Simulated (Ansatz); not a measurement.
CaSi₂Rh₂ in space group I4/mmm (No. 139; Ca on 2a, Si on 4e, Rh on 4d), r²SCAN (plane waves, PAW; program Ansatz), all energies at zero smearing, with the estimated change up to a 700 eV cutoff added, with one set of potentials and settings (totals compare only within such a set). Cell of 5 atoms (1 Ca, 2 Si, 2 Rh): -15935.585 eV.

| element | reference phase | E (eV/atom) |
|---|---|---|
| Ca | Fm-3m, 1 atoms in the cell | -1821.6752 |
| Si | Fd-3m, 2 atoms in the cell | -639.0667 |
| Rh | Fm-3m, 1 atoms in the cell | -6415.2735 |

Formation energy per atom, worked out: (-15935.585 − 1×(-1821.6752) − 2×(-639.0667) − 2×(-6415.2735))/5 = -1.046 eV/atom (-101 kJ per mol of atoms), at 0 K, without zero-point energy or fitted corrections.

The first step of the workflow began from a Materials Project structure, measured or hypothetical; the Crystallography Open Database copy checked does not list it. Its standing as an ambient phase is unchecked. Symmetry was held in the r²SCAN relaxation; its stability against distortions is not shown here. The run is not spin-polarised. The references are the lowest solids computed at this level, not always the standard phases.

Potentials: the later of the program's two PAW sets.
